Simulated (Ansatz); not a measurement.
Clamped-ion strain scan in HfTi

Theory: Ansatz 0.2.0, DFT LDA, scalar-relativistic, plane waves, PAW. The runs took a 420 eV cutoff, a Γ-centred 18×18×10 mesh and Gaussian smearing (0.15 eV). Spin–orbit coupling is left out, which can shift energies with elements as heavy as these. No spin polarisation. Energies are free energies at this smearing, counted from the undisturbed cell; pressure is positive in compression.

The starting cell (as given, not relaxed at this level; it stands at -7.4 GPa, and it needn't be the usual structure):

```
CELL_PARAMETERS angstrom
3.08615 0.00000 0.00000
-1.54307 2.67268 0.00000
0.00000 0.00000 4.82926
ATOMIC_POSITIONS crystal
Hf 0.66667 0.33333 0.50000
Ti 0.33333 0.66667 0.00000
```

The cell is strained by ε times the Voigt pattern (1, 1, 0, 0, 0, 0) (xx, yy, zz, yz, xz, xy; engineering shear) with fractional coordinates fixed. The cell is metallic on the mesh throughout.

```
      ε  ΔE (meV/atom)
-0.0200          -24.6
-0.0100          -15.3
 0.0000            0.0
 0.0050            9.7
 0.0150           33.2
```

(1) Predict the stress summed along the pattern (GPa, tension positive) at each point.

Results:

(1)
```tsv
ε	stress summed along the pattern (GPa, tension positive)
-0.0200	5.17
-0.0100	10.05
0.0000	14.56
0.0050	16.67
0.0150	20.63
```